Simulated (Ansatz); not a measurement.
Given:

Cu3Ge:
```cif
data_Cu6Ge2
_chemical_formula_sum 'Cu6 Ge2'
_space_group_name_H-M_alt 'P 1'
_space_group_IT_number 1
_cell_length_a 4.17250
_cell_length_b 5.24642
_cell_length_c 4.52054
_cell_angle_alpha 90.000
_cell_angle_beta 90.000
_cell_angle_gamma 90.000
loop_
_space_group_symop_operation_xyz
  'x, y, z'
loop_
_atom_site_label
_atom_site_type_symbol
_atom_site_fract_x
_atom_site_fract_y
_atom_site_fract_z
_atom_site_occupancy
Cu1 Cu 0.00000 0.50000 0.16463 1
Cu2 Cu 0.50000 0.00000 0.83537 1
Cu3 Cu 0.50000 0.24856 0.33650 1
Cu4 Cu 0.50000 0.75144 0.33650 1
Cu5 Cu 0.00000 0.25144 0.66350 1
Cu6 Cu 0.00000 0.74856 0.66350 1
Ge1 Ge 0.50000 0.50000 0.82479 1
Ge2 Ge 0.00000 0.00000 0.17521 1
```

This is the r²SCAN-relaxed structure.

Question: All from plane-wave PAW r²SCAN (Ansatz code), unless another level is named. Predict the highest zone-centre frequency.

Answer: 242 cm^-1.

Question: Next, the bulk modulus (Birch–Murnaghan fit)?

Answer: 143 GPa.

Space group Pmmn. The workflow started from a Materials Project entry (that database holds measured and hypothetical structures alike); the Crystallography Open Database copy checked does not list it. Whether it is the stable phase at ambient conditions was not checked. Symmetry was held in the r²SCAN relaxation; of distortions, only those at the zone centre were tested. No spin polarisation was allowed. As this level gives no gap, phonon frequencies hold no LO–TO term and depend on the k-mesh and smearing (Fermi–Dirac, 0.1 eV here).

Potentials: the later of the program's two PAW sets.
